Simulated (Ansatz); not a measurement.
GaP (zinc blende, F-43m) at seven volumes, LDA in the plane-wave PAW code Ansatz, scaled uniformly. One row is withheld.

```
V (Å³/atom)  P (GPa)
-----------  -------
17.826             ?
18.414          6.40
19.002          2.94
19.589          0.00
20.177         -2.50
20.765         -4.61
21.352         -6.40
```

Question: Fit the shown pressures and predict the withheld one.

Answer: Third-order Birch–Murnaghan: P = (3/2)B₀(x^(7/2) − x^(5/2))[1 + (3/4)(B′ − 4)(x − 1)] with x = (V₀/V)^(2/3). Least squares on the six rows gives V₀ = 19.589 Å³/atom, B₀ = 90.09 GPa, B′ = 4.49. At V = 17.826, x = 1.0649 and P = 10.51 GPa. The run itself gave 10.47 GPa.

Symmetry was held in the LDA relaxation. Scalar-relativistic: spin–orbit coupling is off unless named, which matters more the heavier the elements.

Potentials: the earlier of the program's two PAW sets. The files were generated under PBE; for other functionals the program regenerates the frozen cores, and for LDA and PBEsol the local potential too.
